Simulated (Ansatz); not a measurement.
Cu Kα1 powder pattern (kinematic, no thermal factors).
2θ (°) (relative intensity): 12.82 (100), 13.90 (2), 18.95 (2), 25.81 (6), 28.01 (25), 30.92 (64), 38.45 (50), 39.14 (3), 48.82 (24), 49.57 (16), 51.42 (18), 53.06 (3), 56.72 (5), 57.90 (4), 59.58 (10), 61.06 (8), 64.43 (11), 64.91 (4), 67.88 (2), 72.13 (8), 74.96 (4), 75.55 (7), 79.64 (3), 81.09 (8), 82.39 (4), 85.41 (10), 88.56 (6)

The pattern is computed from a structure relaxed with DFT PBE, scalar-relativistic, plane waves, PAW (Ansatz 0.2.0). No spin polarisation. Its elements are Hf, S, Sn.

Q: Give the structure.

A: Hf3SnS8.
Space group P-3m1 (No. 164). a = 7.350 Å, b = 7.350 Å, c = 6.899 Å, α = 90.00°, β = 90.00°, γ = 120.00°
```
atom  site  symmetry       x       y       z
  Hf    3e     .2/m. 0.0000  0.5000  0.0000
  Sn    1a      -3m. 0.0000  0.0000  0.0000
   S    6i       .m. 0.1684  0.3368  0.2120
   S    2d       3m. 0.6667  0.3333  0.2079
```

A pattern alone doesn't exclude other cells with like lines; this is the one computed.

The cell was found from a structure generator's guess, not taken from experiment. No dispersion correction is applied, so the spacing between layers, chains or molecules is poorly fixed.
